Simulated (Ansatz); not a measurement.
SrLa2S4 in space group I-42d (No. 122; Sr on 4b, La on 8d, S on 16e), plane-wave PAW LDA (Ansatz code), all energies at zero smearing, with the estimated change up to a 700 eV cutoff added, with one set of potentials and settings (totals compare only within such a set). Cell of 14 atoms (2 Sr, 4 La, 8 S): -38181.504 eV.

```
element                reference phase  E (eV/atom)
-------  -----------------------------  -----------
Sr          Fm-3m, 1 atoms in the cell   -3444.3169
La       P6_3/mmc, 4 atoms in the cell   -6076.1507
S           Fddd, 32 atoms in the cell    -869.4931
```

Formation energy per atom, worked out: (-38181.504 − 2×(-3444.3169) − 4×(-6076.1507) − 8×(-869.4931))/14 = -2.309 eV/atom (-223 kJ per mol of atoms), at 0 K, without zero-point energy or fitted corrections.

The first step of the workflow began from a Materials Project structure, measured or hypothetical; the Crystallography Open Database copy checked does not list it. Whether it is the stable phase at ambient conditions was not checked. Symmetry was held in the LDA relaxation; of distortions, only those at the zone centre were tested. The references are the lowest solids computed at this level, not always the standard phases. Scalar-relativistic: spin–orbit coupling is off unless named, which matters more the heavier the elements.

Potentials: the later of the program's two PAW sets.
